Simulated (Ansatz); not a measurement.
Cutoff convergence: Ge

System: Ge (diamond type, first atom moved by 0.06 Å along [111]), 2 atoms in the cell.

```
Ge
1.0
     0.00000    2.88000    2.88000
     2.88000    0.00000    2.88000
     2.88000    2.88000    0.00000
Ge
2
Direct
  0.00601 0.00601 0.00601
  0.25000 0.25000 0.25000
```

Computed with HSE06, plane waves, PAW datasets (generated soft set 1) in Ansatz.

Exchange singularity: Wigner-Seitz; k-mesh 4×4×4 Γ-centred; Fermi–Dirac smearing of 0.05 eV; no spin polarisation.

Cutoffs run: 280, 300, 320, 340, 380, 420, 480, 560 eV. At 560 eV the pressure at a fixed basis is -2.34 GPa and the rms force 0.754 eV/Å.

Problem. From which of these cutoffs on do the forces lie within 10 meV/Å (rms) of the highest one?

Solution. Even the lowest tried, 280 eV, does.

Problem. What pressure at a fixed basis does the 280 eV run show?

Solution. -10.30 GPa. An incomplete basis pulls the printed pressure down.

Problem. Give the whole series.

Solution. 
| cutoff (eV) | E − E(top) (meV/atom) | pressure at fixed basis (GPa) | corrected pressure (GPa) | rms force change (meV/Å) |
| --- | --- | --- | --- | --- |
| 280 | 133.5 | -10.30 | -2.32 | 4.2 |
| 300 | 57.2 | -5.93 | -2.30 | 3.8 |
| 320 | 21.3 | -3.69 | -2.28 | 5.0 |
| 340 | 8.3 | -2.82 | -2.25 | 2.8 |
| 380 | 2.0 | -2.40 | -2.31 | 0.5 |
| 420 | 1.0 | -2.37 | -2.33 | 0.2 |
| 480 | 0.3 | -2.35 | -2.34 | 0.0 |
| 560 | 0.0 | -2.34 | -2.33 | 0.0 |

The k-mesh is coarse, so these values belong to this mesh and can lie far from the converged ones.
